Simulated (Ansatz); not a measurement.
# TiTe2: from a starting cell to a relaxed one

The start is a generated cell, TiTe2 built in the anatase structure type. A full variable-cell relaxation at zero pressure is run with PBE (plane waves to 420 eV, PAW, scalar-relativistic; Ansatz, a first-principles code). The first steps use a coarse 6×6×6 k-mesh.

Input geometry:
```
CELL_PARAMETERS angstrom
     -2.63329     2.63329     6.61906
      2.63329    -2.63329     6.61906
      2.63329     2.63329    -6.61906
ATOMIC_POSITIONS crystal
  Ti 0.50000 0.50000 0.00000
  Ti 0.25000 0.75000 0.50000
  Te 0.29190 0.29190 0.00000
  Te 0.04190 0.54190 0.50000
  Te 0.45810 0.95810 0.50000
  Te 0.70810 0.70810 0.00000
```

Problem. How large is the pressure on the unrelaxed cell, and of which sign?

Solution. +4 GPa (positive: the cell is compressed).

Problem. Which atoms feel the largest initial force, and how large is it?

Solution. About 0.1 eV/Å, on Te3, Te4, Te5, Te6 (atoms numbered as listed).

Problem. By how much does the energy per atom fall from start to end?

Solution. 0.07 eV/atom.

Problem. How does the volume per atom move from start to end?

Solution. -8.2 %, from 30.60 to 28.08 Å³/atom.

Problem. How do the shortest distances between atoms change?

Solution. The closest pairs of elements (up to four, under 3.6 Å), start → end: Te–Ti 2.69 → 2.75 Å; Te–Te 3.43 → 3.89 Å.

Problem. Is the relaxed structure metallic? Give its gap.

Solution. Zero (metallic).

Problem. Write out the relaxed structure.

Solution. 
Space group I4₁/amd, origin choice 1 (No. 141); a = b = 5.5054 Å, c = 11.1182 Å, α = β = γ = 90.00°

```tsv
atom	site	symmetry	x	y	z
Ti	4b	-4m2	0.0000	0.0000	0.5000
Te	8e	2mm.	0.0000	0.0000	0.2501
```
(The calculation used a cell of 6 atoms; values per cell refer to that cell.)

The space group stays I4₁/amd (No. 141) (the run could not lower it); the end is anatase type, with 6 atoms in the primitive cell. Final values are on a 12×12×12 k-mesh of the relaxed cell. No spin polarisation in the result.

The run could not lose the symmetry of its start, so the end can be a saddle point.

The relaxed structure here is a generated cell of TiTe2: the first start was made by placing the elements on the sites of a structure type, and the end was not matched to a known phase here, so it may be hypothetical. Known forms of TiTe2 include space group No. 164.
